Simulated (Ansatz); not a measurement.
Relaxed Ag (fcc, Cu type):

```
Ag
1.0
    4.10519     0.00000     0.00000
    0.00000     4.10519     0.00000
    0.00000     0.00000     4.10519
Ag
4
Direct
  0.00000   0.00000   0.00000
  0.50000   0.50000   0.00000
  0.50000   0.00000   0.50000
  0.00000   0.50000   0.50000
```

In each cell atom 2 (Ag, nearest neighbour Ag at 2.903 Å; its periodic images, 4.1 Å or more away, move with it) moves by s·(0.577, 0.577, 0.577) (along Cartesian [111]), the rest being held.

Computed with r2SCAN (plane waves to 500 eV, PAW, scalar-relativistic; Ansatz, an electronic-structure program). k mesh 9×9×9 (Γ-centred), Fermi-Dirac smearing 0.05 eV. The energy includes the smearing's −TS. With partly filled bands, energies and forces of such displacements shift with the k mesh and the smearing. On this mesh the relaxed cell isn't quite at rest: it carries a pressure of -0.1 GPa (compression positive) at the zero of the scan. Ag was relaxed with its symmetry unable to fall. ΔE is measured from the undisplaced structure. The last digit holds for this mesh only.

```csv
s (Å),ΔE (meV/cell)
-0.290,226.7
-0.232,140.8
-0.174,withheld
-0.116,33.8
-0.058,8.4
0.000,0.0
0.058,8.4
0.116,33.8
0.174,withheld
0.232,140.8
0.290,226.7
```

Task: Fit an even polynomial form (powers 2, 4) to the given rows and predict ΔE at s = 0.174.

Result: Least squares on the 9 given rows: ΔE = (2475)·s² + (2618)·s⁴, in meV/cell with s in Å; root-mean-square residual 0.03 meV/cell. At 0.174 the fit gives 77.3 meV/cell; the calculation gives 77.3 meV/cell, the same to the digits shown. The quadratic term alone would give 74.9 meV/cell.

(A displaced cell: forces are minus the slopes of the energy, force constants its curvatures, and phonons follow from these.)
